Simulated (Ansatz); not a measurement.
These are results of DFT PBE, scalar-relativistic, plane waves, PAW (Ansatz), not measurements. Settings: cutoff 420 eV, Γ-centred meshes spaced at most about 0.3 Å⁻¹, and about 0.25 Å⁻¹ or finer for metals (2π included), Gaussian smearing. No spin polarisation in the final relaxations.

All energies are static (0 K, no zero-point motion).

Two forms of AlCu5 were relaxed alike.

A. Space group P4/mmm (No. 123), tetragonal, a = 3.012 Å, c = 8.205 Å. Al is surrounded by 8 Cu at 2.55 Å, 2 Cu at 2.76 Å and 4 Al at 3.01 Å; Cu on a site of symmetry 4mm has 8 Cu at 2.52–2.53 Å, 1 Cu at 2.68 Å, 1 Al at 2.76 Å and 4 Cu at 3.01 Å; Cu on a second site of symmetry 4mm has 4 Cu at 2.53 Å, 4 Al at 2.55 Å, 2 Cu at 2.70–2.81 Å and 4 Cu at 3.01 Å; Cu on a site of symmetry 4/mmm is surrounded by 8 Cu at 2.52 Å, 2 Cu at 2.70 Å and 4 Cu at 3.01 Å.

B. Space group Pmmm (No. 47), orthorhombic, a = 2.655 Å, b = 3.576 Å, c = 7.835 Å. Al has 10 Cu at 2.60–2.64 Å and 2 Al at 2.65 Å; Cu on a site of symmetry mm2 has 11 Cu at 2.56–2.65 Å and 1 Al at 2.64 Å; around Cu on a second site of symmetry mm2 lie 8 Cu at 2.58–2.67 Å and 4 Al at 2.60 Å; Cu on a site of symmetry mmm has 12 Cu at 2.57–2.65 Å.

Question: Which is lower in energy, and by how much?

Answer: B is lower, by 14 meV/atom. A has Al and Cu ordered on bcc sites, space group P4/mmm (No. 123), 12.4 Å³/atom and no gap on its mesh; B has Al and Cu ordered on fcc sites, space group Pmmm (No. 47), 12.4 Å³/atom and no gap. Counting all near atoms (those within 1.25 times the shortest distance at each site; a plus sign parts nearer from farther groups; a slash parts the counts of unlike sites), A has Al 14, Cu 10+4/14 and B has Al 12, Cu 12. Both come from invented guesses.

The k mesh leaves some 4 meV/atom of noise in the energy of each metallic cell. Cells relaxed within their symmetry can be saddle points. The Pmmm cell of AlCu5 came from shaking the P4/mmm one.
